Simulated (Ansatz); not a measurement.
An element in the diamond structure gives these cold pressures by all-electron LAPW under PBEsol (Ansatz 0.2.0, scalar-relativistic, no spin polarisation).

```json
{"V (Å³/atom)": "22.57", "P (GPa)": "0.03"}
{"V (Å³/atom)": "19.86", "P (GPa)": "6.49"}
{"V (Å³/atom)": "17.61", "P (GPa)": "16.77"}
{"V (Å³/atom)": "15.35", "P (GPa)": "36.3"}
{"V (Å³/atom)": "13.09", "P (GPa)": "75.6"}
{"V (Å³/atom)": "11.29", "P (GPa)": "137.7"}
{"V (Å³/atom)": "9.71", "P (GPa)": "240.0"}
```

Task: Which element is it?

Result: Zn. Its zero-pressure volume in this structure is near 22.6 Å³/atom; the volume and the steepness of P(V) together point to it, though neighbours can come close. Neighbours weren't tried against these numbers.
